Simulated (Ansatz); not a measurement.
NaMo$_{3}$Se$_{3}$:
```yaml
crystal:
  lattice:
    - [8.61250, 0.00000, 0.00000]
    - [-4.30625, 7.45864, 0.00000]
    - [0.00000, 0.00000, 4.46333]
  atoms:
    - { symbol: Na, position: [0.33333, 0.66667, 0.25000] }
    - { symbol: Na, position: [0.66667, 0.33333, 0.75000] }
    - { symbol: Mo, position: [0.15132, 0.19454, 0.25000] }
    - { symbol: Mo, position: [0.84868, 0.80546, 0.75000] }
    - { symbol: Mo, position: [0.95679, 0.15132, 0.75000] }
    - { symbol: Mo, position: [0.04321, 0.84868, 0.25000] }
    - { symbol: Mo, position: [0.80546, 0.95679, 0.25000] }
    - { symbol: Mo, position: [0.19454, 0.04321, 0.75000] }
    - { symbol: Se, position: [0.91567, 0.29913, 0.25000] }
    - { symbol: Se, position: [0.08433, 0.70087, 0.75000] }
    - { symbol: Se, position: [0.61655, 0.91567, 0.75000] }
    - { symbol: Se, position: [0.38345, 0.08433, 0.25000] }
    - { symbol: Se, position: [0.70087, 0.61655, 0.25000] }
    - { symbol: Se, position: [0.29913, 0.38345, 0.75000] }
```

Relaxed with PBEsol. Special points in fractions of this cell's reciprocal vectors: Γ (0.000, 0.000, 0.000); M (0.500, 0.000, 0.000); K (0.333, 0.333, 0.000); A (0.000, 0.000, 0.500); L (0.500, 0.000, 0.500); H (0.333, 0.333, 0.500).

Question: List the band energies nearest the Fermi level at these points for the program Ansatz at the PBEsol level (PAW).

Answer: In eV from the Fermi level; about four levels below and three above (degenerate sets whole), none deeper than 8.9 eV; points with the same levels are listed once.

```csv
k,below,above
Γ,-1.35 -1.35 -1.33 -1.33 -1.07,0.24 0.24 0.96 0.96
M,-1.37 -1.37 -1.07 -1.02,0.34 0.49 0.53
K,-1.37 -1.37 -1.09 -1.09 -1.05,0.34 0.34 0.76 0.76
A,-2.01 -2.01 -2.01 -2.01,0.08 0.08 0.84 0.84
L,-2.11 -2.11 -1.95 -1.95,0.16 0.16 1.05 1.05
H,-2.06 -2.06 -1.90 -1.90,0.15 0.15 1.03 1.03
```

Space group P6_3/m. The workflow started from a Materials Project entry (that database holds measured and hypothetical structures alike); the Crystallography Open Database copy checked does not list it. Its standing as an ambient phase is unchecked. The PBEsol relaxation kept the symmetry of its start; of distortions, only those at the zone centre were tested. No spin polarisation was allowed. A small band overlap can be real or an error of a semilocal functional. Spin–orbit coupling is left out wherever it is not named.

Potentials: the later of the program's two PAW sets.
